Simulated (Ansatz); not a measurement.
Each is relaxed and computed with PBEsol in the plane-wave PAW code Ansatz. Which is the only metal?
(A) B4C, R-3m (B on 18h, B on 18h, C on 6c, C on 3b)
(B) AlN, P4_2/mnm (Al on 4g, N on 4f)
(C) Al3BC3, P6_3cm (Pearson symbol hP42)
(D) AlV2C, P6_3/mmc (Al on 2c, V on 4f, C on 2a)

D, AlV2C, P6_3/mmc (Al on 2c, V on 4f, C on 2a). AlV2C: metal; Al3BC3: gap 1.64 eV (indirect); B4C: gap 1.46 eV (indirect); AlN: gap 3.75 eV. Typed or built starts, not in the databases checked: AlN, P4_2/mnm (Al on 4g, N on 4f). Not the usual ambient phase: AlN, P4_2/mnm (Al on 4g, N on 4f). Standing as an ambient phase not checked: Al3BC3, P6_3cm (Pearson symbol hP42); B4C, R-3m (B on 18h, B on 18h, C on 6c, C on 3b). All cells were relaxed under the symmetry of their starts (and spin orders); stability against distortions was not tested throughout. Named crystals with no word on spin ran without spin polarisation.

Potentials: the earlier of the program's two PAW sets. The files were generated under PBE; for other functionals the program regenerates the frozen cores, and for LDA and PBEsol the local potential too.
